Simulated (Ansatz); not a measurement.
Values for one crystal, relaxed and computed with plane-wave PAW r²SCAN (Ansatz code); other levels are named.

| Item | Result |
|---|---|
| Volume per atom | 16.13 Å³ |
| Electronic character | metallic (no gap) |
| Density of states at the Fermi level | 0.39 states/eV per atom (mean over ±0.08 eV) |
| Formation energy from the elements (no fitted shifts) | -0.42 eV/atom |

Pick the material that matches.
(A) TiPOs, P-62m (Ti on 3g, P on 2c, P on 1b, Os on 3f)
(B) CoSi2, fluorite or antifluorite type
(C) HfCuGe2, P4/nmm (Hf on 2c, Cu on 2b, Ge on 2a, Ge on 2c)
(D) CoPdO2, R-3m (Pd on 3a, Co on 3b, O on 6c)

C, HfCuGe2, P4/nmm (Hf on 2c, Cu on 2b, Ge on 2a, Ge on 2c)

The workflow started from a Materials Project entry (that database holds measured and hypothetical structures alike); the Crystallography Open Database copy checked does not list it. Whether it is the stable phase at ambient conditions was not checked. The r²SCAN relaxation kept the symmetry of its start; whether a distortion lowers the energy is not shown. The run is not spin-polarised. The references are the lowest solids computed at this level, not always the standard phases. Scalar-relativistic: spin–orbit coupling is off unless named, which matters more the heavier the elements.

Potentials: the later of the program's two PAW sets.
